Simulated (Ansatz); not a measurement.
Cu$_{4}$O in space group Pm-3m (No. 221; Cu on 1a, Cu on 3c, O on 1b) under volume change, the program Ansatz at the PBE level (PAW), scaled uniformly.

```json
[
 {"V (Å³/atom)": "11.316", "E − E(relaxed) (meV/atom)": "43.2", "P (GPa)": "13.59"},
 {"V (Å³/atom)": "11.689", "E − E(relaxed) (meV/atom)": "18.0", "P (GPa)": "8.23"},
 {"V (Å³/atom)": "12.062", "E − E(relaxed) (meV/atom)": "4.2", "P (GPa)": "3.74"},
 {"V (Å³/atom)": "12.435", "E − E(relaxed) (meV/atom)": "0.0", "P (GPa)": "0.00"},
 {"V (Å³/atom)": "12.808", "E − E(relaxed) (meV/atom)": "3.7", "P (GPa)": "-3.12"},
 {"V (Å³/atom)": "13.181", "E − E(relaxed) (meV/atom)": "14.1", "P (GPa)": "-5.75"},
 {"V (Å³/atom)": "13.554", "E − E(relaxed) (meV/atom)": "30.2", "P (GPa)": "-7.98"}
]
```

**Question.** What does a third-order Birch–Murnaghan fit give for V₀, B₀ and B′?

**Answer.** V₀ = 12.44 Å³/atom, B₀ = 114 GPa, B′ = 4.9.

The start of the workflow was typed in or built on a structure type; neither database checked (COD, Materials Project) lists it. Its standing as an ambient phase is unchecked. Symmetry was held in the PBE relaxation; whether a distortion lowers the energy is not shown. The workflow began spin-polarised and lost its moments. The volume moved by 23 % from the start of the relaxation. No Hubbard U is applied.

Potentials: the earlier of the program's two PAW sets.
